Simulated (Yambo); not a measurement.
A G0W0@LDA run in Yambo for Li3As (space group P6_3/mmc, No. 194) (3×3×2 Γ-centred k mesh, bands 7 to 234 and a 8 Ry block in the screening, 234 bands in G with the Bruneval-Gonze terminator, plasmon pole fitted at 27.2 eV) gives these matrix elements, in eV, at the band edges (Γ → K):

```tsv
state	E0	<Vxc>	<Σx>	<Σc(E0)>	Z
valence edge	0.000	-12.053	-14.504	1.264	0.775
conduction edge	0.588	-7.162	-3.657	-3.167	0.793
```

Solve the linearised quasiparticle equation for both states, give the gap, and say how exchange and correlation each act on it.

E = E0 + Z(Σx + Σc − Vxc). Valence: 0.000 + 0.775 × (-14.504 + (1.264) − (-12.053)) = -0.92 eV. Conduction: 0.588 + 0.793 × (-3.657 + (-3.167) − (-7.162)) = 0.86 eV. The gap is 1.78 eV, against 0.59 eV in LDA. Replacing Vxc by bare exchange alone would open it by 5.96 eV; correlation takes back 4.43 eV of that, and Z scales what is left. Nearest settings tried, and what they do to the gap: 181 bands in W, 181 bands in G: -25 meV; 6 Ry block (221 vectors against 361): -59 meV; 3×3×1 mesh: -73 meV. So the settings aren't converged at that level. Spin-orbit splittings are left out.

The standard potential for As keeps a d shell in the valence without the s and p states of that shell. In tests on such compounds this moved G0W0 gaps by up to about 0.9 eV, so absolute quasiparticle energies here are unreliable; differences between settings are what counts.

Geometry of the Materials Project entry, not relaxed at this level; primitive cell a = b = 4.341 Å, c = 7.746 Å, α = β = 90.00°, γ = 120.00°.
